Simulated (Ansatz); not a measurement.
Na:
```xyz
1
Lattice="-2.0857 2.0857 2.0857 2.0857 -2.0857 2.0857 2.0857 2.0857 -2.0857" Properties=species:S:1:pos:R:3 pbc="T T T"
Na     0.0000     0.0000     0.0000
```

Relaxed with PBEsol. Special points in fractions of this cell's reciprocal vectors: Γ (0.000, 0.000, 0.000); H (0.500, -0.500, 0.500); N (0.000, 0.000, 0.500); P (0.250, 0.250, 0.250).

Problem. List the band energies nearest the Fermi level at these points for the program Ansatz at the PBEsol level (PAW).

Solution. In eV from the Fermi level; about four levels below and three above (degenerate sets whole), none deeper than 8.9 eV; … stands for higher levels left out; points with the same levels are listed once.

```tsv
k	below	above
Γ	-3.29	11.87 11.87 11.87
H	–	4.57 4.57 …
N	–	0.78 1.28 8.30
P	–	2.76 2.76 2.76
```

Space group Im-3m (bcc (W type)). Symmetry was held in the PBEsol relaxation.

Potentials: the earlier of the program's two PAW sets. The files were generated under PBE; for other functionals the program regenerates the frozen cores, and for LDA and PBEsol the local potential too.
